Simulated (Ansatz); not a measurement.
Here is the system:

La:
```cif
data_La4
_chemical_formula_sum 'La4'
_space_group_name_H-M_alt 'P 1'
_space_group_IT_number 1
_cell_length_a 3.64900
_cell_length_b 3.64900
_cell_length_c 11.75733
_cell_angle_alpha 90.000
_cell_angle_beta 90.000
_cell_angle_gamma 120.000
loop_
_space_group_symop_operation_xyz
  'x, y, z'
loop_
_atom_site_label
_atom_site_type_symbol
_atom_site_fract_x
_atom_site_fract_y
_atom_site_fract_z
_atom_site_occupancy
La1 La 0.00000 0.00000 0.00000 1
La2 La 0.00000 0.00000 0.50000 1
La3 La 0.33333 0.66667 0.25000 1
La4 La 0.66667 0.33333 0.75000 1
```

This is the PBEsol-relaxed structure.

All from PBEsol (plane waves, PAW; program Ansatz), unless another level is named. Estimate the density of states at the Fermi level.

1.5 states/eV per atom (mean over ±0.08 eV).

Give the gap with spin–orbit coupling.

none (metallic).

Space group P6_3/mmc (dhcp (α-La type)). Symmetry was held in the PBEsol relaxation; of distortions, only those at the zone centre were tested. Spin–orbit coupling is left out wherever it is not named.

Potentials: the earlier of the program's two PAW sets.
